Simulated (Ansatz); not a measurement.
Here is the system:

HfC:
```
CELL_PARAMETERS angstrom
      3.85394     0.00000     0.00000
     -1.92697     3.33761     0.00000
      0.00000     0.00000     4.63615
ATOMIC_POSITIONS crystal
  Hf 0.33333 0.66667 0.93787
  Hf 0.66667 0.33333 0.43787
  C  0.33333 0.66667 0.43713
  C  0.66667 0.33333 0.93713
```

This is the PBE-relaxed structure.

Q: All from PBE (plane waves, PAW; program Ansatz), unless another level is named. Predict the electronic character.

A: metallic (no gap).

Q: Give the formation energy from the elements (no fitted shifts).

A: -0.65 eV/atom.

Q: And the density of states at the Fermi level?

A: 0.07 states/eV per atom (mean over ±0.08 eV).

Space group P6_3/mmc. The start of the workflow was typed in or built on a structure type; the Crystallography Open Database copy checked does not list it. It is not the phase usual at ambient conditions (space group No. 225). The cell was relaxed with PBE under the symmetry of its start; its stability against distortions is not shown here. The run is not spin-polarised. The references are the lowest solids computed at this level, not always the standard phases. Spin–orbit coupling is left out wherever it is not named.

Potentials: the later of the program's two PAW sets.
